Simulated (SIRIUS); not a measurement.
SIRIUS run on TaN (P-6m2, 4 atoms in the cell; from Materials Project mp-1459, changed as shown): self-consistent single point.

All values come from this method and carry its errors: PBEsol, GBRV PBEsol ultrasoft pseudopotentials (plane waves; SIRIUS 7.12.0).

The change in words: lattice scaled by 0.98. Reference geometry (P-6m2):
```
CELL_PARAMETERS angstrom
      2.92553     0.00000     0.00000
      0.00000     5.06717     0.00000
      0.00000     0.00000     2.87602
ATOMIC_POSITIONS crystal
  Ta 0.00000 0.00000 0.50000
  Ta 0.50000 0.50000 0.50000
  N  0.50000 0.16667 0.00000
  N  0.00000 0.66667 0.00000
```

Reference input (self-consistent single point, DFT, PBEsol, plane waves, GBRV PBEsol ultrasoft pseudopotentials): parameters.ngridk = 12 8 12; parameters.xc_functionals = [XC_GGA_X_PBE_SOL, XC_GGA_C_PBE_SOL]; parameters.gk_cutoff = 6.325 1/bohr; parameters.pw_cutoff = 14.143 1/bohr; parameters.smearing = fermi_dirac; parameters.smearing_width = 0.00499791 Ha; potentials = GBRV PBEsol ultrasoft pseudopotentials; parameters.electronic_structure_method = pseudopotential; parameters.num_bands = 22; parameters.num_mag_dims = 0; parameters.num_dft_iter = 100; parameters.energy_tol = 1e-07 Ha. This run's input differs from it in these lines:

```diff
@@ -32,7 +32,7 @@
     "lattice_vectors": [
-      [1.0000000051, 0.0, 0.0],
-      [0.0, 1.7320513198, 0.0],
-      [0.0, 0.0, 0.983074548]
+      [1.0000000485, 0.0, 0.0],
+      [0.0, 1.732051414, 0.0],
+      [0.0, 0.0, 0.983074826]
     ],
-    "lattice_vectors_scale": 5.528458,
+    "lattice_vectors_scale": 5.417888,
     "atom_coordinate_units": "lattice",
```

Log, with long lists cut:

```
[find] density tolerance         : 1e-06
[find] total energy tolerance    : 1e-07
[find] iter_solver_tol (initial) : 0.01
[find] iter_solver_tol (target)  : 1e-13
[find] num_dft_iter              : 100
Charges and magnetic moments
--------------------------------------------------------------------------------
total charge          : 36.000000
[find] | SCF iteration   0 out of 100|
[diagonalize] iterative solver tolerance (occupied, empty): 0.01 0.01
[diagonalize] average number of iterations: 2
[find] Charges and magnetic moments
[find] total charge          : 36.000000
[find] Energy
[find] smearing (-TS)                 :      -0.00035270
   [... lines left out ...]

[find] Charges and magnetic moments
[find] total charge          : 36.000000
[find] Energy
[find] smearing (-TS)                 :      -0.00054329
[find] Total energy                   :    -162.03318288 (Ha),    -324.06636575 (Ry)
[find] Free energy (E-TS)             :    -162.03372616 (Ha),    -324.06745233 (Ry)
[find] band gap (eV)                  :       0.00000000
[find] Efermi                         :       0.79920884
[find] iteration : 25, RMS (target) : 3.7994e-07 (1.0000e-06) , energy difference (target) : 1.1039e-09 (1.0000e-07)
[find] bands are converged : true
[find] iterative solver converged : false
[find] converged after 26 SCF iterations!
[find] Charges and magnetic moments
[find] total charge          : 36.000000
[find] Energy
[find] smearing (-TS)                 :      -0.00054329
[find] Total energy                   :    -162.03318288 (Ha),    -324.06636575 (Ry)
[find] Free energy (E-TS)             :    -162.03372616 (Ha),    -324.06745233 (Ry)
[find] band gap (eV)                  :       0.00000000
[find] Efermi                         :       0.79920884
[ground_state] === stress tensor components [kbar] ===
[ground_state] === stress_total ===
[ground_state]  -217.231435    0.000000    0.000000
[ground_state]     0.000000 -217.525741    0.000000
[ground_state]     0.000000    0.000000 -235.425478
[ground_state] ==== total Forces in Ha/bohr =====
[ground_state] atom:    0, force:       0.0000000     -0.0000032      0.0000000
[ground_state] atom:    1, force:       0.0000000     -0.0000032      0.0000000
[ground_state] atom:    2, force:       0.0000000      0.0000033      0.0000000
[ground_state] atom:    3, force:       0.0000000      0.0000033      0.0000000
```

The run converged in 26 iterations. SIRIUS prints the stress tensor with tension positive. Against the reference run the free energy goes up by 43.2 meV/atom and the pressure goes from -2.47 to 22.34 GPa.

The structure comes from a collection of computed structures, made at another level of theory; the collection holds predicted forms beside known ones. Its lattice was then scaled. At this pressure the cell is far from its equilibrium volume at this level.

Cost on one core: around 100 core-seconds (rough).

The gap that the log prints is read on the run's mesh, which can miss the band edges or a crossing.
